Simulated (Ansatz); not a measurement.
CaO in space group P6_3/mmc (No. 194; Ca on 2d, O on 2c), r²SCAN (plane waves, PAW; program Ansatz). The conduction-band minimum lies at Γ, with 1 equivalent valley. Second derivatives d²E/dk² of the lowest band at one valley (eV·Å²), along Cartesian directions:

```json
[
 {"direction": "[100]", "d²E/dk²": "19.22"},
 {"direction": "[010]", "d²E/dk²": "19.22"},
 {"direction": "[001]", "d²E/dk²": "13.40"},
 {"direction": "[110]", "d²E/dk²": "19.22"},
 {"direction": "[101]", "d²E/dk²": "16.31"},
 {"direction": "[011]", "d²E/dk²": "16.31"}
]
```

Question: Find the principal effective masses, the density-of-states mass and the conductivity mass.

Answer: Off-diagonal terms follow from H_xy = H[110] − (H_xx + H_yy)/2, and m*/mₑ = 7.620 eV·Å² over each eigenvalue: 0.40, 0.40, 0.57. One valley's DOS mass (m₁m₂m₃)^(1/3) = 0.45, conductivity mass 3/(Σ 1/mᵢ) = 0.44 mₑ.

Question: What effective density of states Nc follows at 300 K for parabolic valleys?

Answer: Nc = 2.509e19 × 1 × (0.45)^(3/2) ≈ 7.6e18 cm⁻³.

The start of the workflow was typed in or built on a structure type; the Crystallography Open Database copy checked does not list it. It is not the phase usual at ambient conditions (space group No. 225). The cell was relaxed with r²SCAN under the symmetry of its start; its stability against distortions is not shown here.

Potentials: the later of the program's two PAW sets.

Edges and masses are those of Kohn–Sham bands, whose gap is no quasiparticle gap.
